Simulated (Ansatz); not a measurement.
Given:

WO3:
```xyz
8
Lattice="5.3146 0.0000 0.0000 0.0000 5.3146 0.0000 0.0000 0.0000 3.9329" Properties=species:S:1:pos:R:3 pbc="T T T"
W      2.6573     0.0000     3.6796
W      0.0000     2.6573     0.2533
O      2.6573     0.0000     1.9248
O      0.0000     2.6573     2.0080
O      1.3287     1.3287     0.0000
O      1.3287     3.9860     0.0000
O      3.9860     3.9860     0.0000
O      3.9860     1.3287     0.0000
```

This is the PBEsol-relaxed structure. x, y and z are the axes in which the lattice vectors are written.

All from PBEsol in the plane-wave PAW code Ansatz, unless another level is named. Estimate the Young's modulus.

246 GPa.

Predict the elastic constants (relaxed ions, GPa).

C11 = 345, C12 = 199, C13 = 93.7, C33 = 207, C44 = 59.4, C66 = 284.

Space group P4/nmm. The workflow started from a Materials Project entry (that database holds measured and hypothetical structures alike); the Crystallography Open Database files this formula in space group No. 129, but the cells were not matched. Its standing as an ambient phase is unchecked. The cell was relaxed with PBEsol under the symmetry of its start; whether a distortion lowers the energy is not shown. The run is not spin-polarised. No Hubbard U is applied. Scalar-relativistic: spin–orbit coupling is off unless named, which matters more the heavier the elements.

Potentials: the later of the program's two PAW sets.
